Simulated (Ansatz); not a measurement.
Hf:
```cif
data_Hf2
_chemical_formula_sum 'Hf2'
_space_group_name_H-M_alt 'P63/mmc'
_space_group_IT_number 194
_space_group_name_Hall '-P 6c 2c'
_cell_length_a 3.20467
_cell_length_b 3.20467
_cell_length_c 5.06731
_cell_angle_alpha 90.000
_cell_angle_beta 90.000
_cell_angle_gamma 120.000
loop_
_atom_site_label
_atom_site_type_symbol
_atom_site_symmetry_multiplicity
_atom_site_Wyckoff_symbol
_atom_site_fract_x
_atom_site_fract_y
_atom_site_fract_z
_atom_site_occupancy
Hf1 Hf 2 c 0.33333 0.66667 0.25000 1
```

Relaxed at zero pressure with the program Ansatz at the PBE level (PAW).

Task: The volume is lowered by 9 % and shape and atoms relax at that volume. What pressure results, and how do the axes share the change?

Result: 11.9 GPa; a -3.2 %, b -3.2 %, c -2.9 %; the energy rises by 70 meV/atom.

Task: Give the new structure.

Result: 
Space group P6₃/mmc (No. 194); a = b = 3.1032 Å, c = 4.9178 Å, α = β = 90.00°, γ = 120.00°

```json
[
 {"atom": "Hf", "site": "2c", "symmetry": "-6m2", "x": "0.3333", "y": "0.6667", "z": "0.2500"}
]
```

The phase is kept; no other phase was compared at this pressure.

Space group P6_3/mmc (hcp (Mg type)). Symmetry was held in the PBE relaxation. No spin polarisation was allowed. Axis ratios of metals converge slowly with the k-mesh, so a and c are less sure than the volume. Scalar-relativistic: spin–orbit coupling is off unless named, which matters more the heavier the elements.

Potentials: the earlier of the program's two PAW sets.
